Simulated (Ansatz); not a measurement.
# Profile along the Ni–Ni line in Ni (hcp, Mg type)

Ni (hcp, Mg type)

```xyz
2
Lattice="2.4460 0.0000 0.0000 -1.2230 2.1183 0.0000 0.0000 0.0000 4.0695" Properties=species:S:1:pos:R:3 pbc="T T T"
Ni     0.0000     1.4122     1.0174
Ni     1.2230     0.7061     3.0521
```

Fields along a shortest Ni–Ni line of a (-1 1 0 2) plane (2.45 Å), from Ni to Ni, interpolated on the slice's grid (step about 0.2 Å). Method: r2SCAN (plane waves to 500 eV, PAW, scalar-relativistic; Ansatz, a quantum-chemistry and plane-wave program). k mesh 22×22×12. Inside the PAW spheres the values are not all-electron values, and peaks at nuclei hang on which shells count as valence. Ni was relaxed with its symmetry unable to fall. Relaxed Ni ends ferromagnetic. This is one of several known forms of Ni; the measured ambient cells at hand have space group No. 225. The magnetic order is the one the run started from; other orders were not tried.

```tsv
distance from Ni (Å)	valence electron density (e/Å³)	spin density, up minus down (e/Å³)	electron localisation function	ELF of the up spins	ELF of the down spins
0.00	60.72	3.44	x	x	x
0.12	52.68	2.97	x	x	x
0.25	34.92	2.01	x	x	x
0.37	18.48	1.10	x	x	x
0.49	8.40	0.52	x	x	x
0.61	3.56	0.23	0.28	0.30	0.27
0.74	1.54	0.09	0.22	0.24	0.20
0.86	0.75	0.03	0.18	0.19	0.18
0.98	0.46	0.00	0.19	0.17	0.20
1.10	0.37	-0.01	0.23	0.18	0.27
1.23	0.35	-0.02	0.24	0.19	0.29
1.35	0.37	-0.01	0.23	0.18	0.27
1.47	0.46	0.00	0.19	0.17	0.20
1.59	0.75	0.03	0.18	0.19	0.18
1.72	1.54	0.09	0.22	0.24	0.20
1.84	3.56	0.23	0.28	0.30	0.27
1.96	8.40	0.52	x	x	x
2.08	18.48	1.10	x	x	x
2.21	34.92	2.01	x	x	x
2.33	52.68	2.97	x	x	x
2.45	60.72	3.44	x	x	x
```

x: too close to a nucleus for the ELF to mean much.

Density on the Ni–Ni line (2.45 Å) at its midpoint: 0.35 e/Å³. ELF at that point: 0.2.
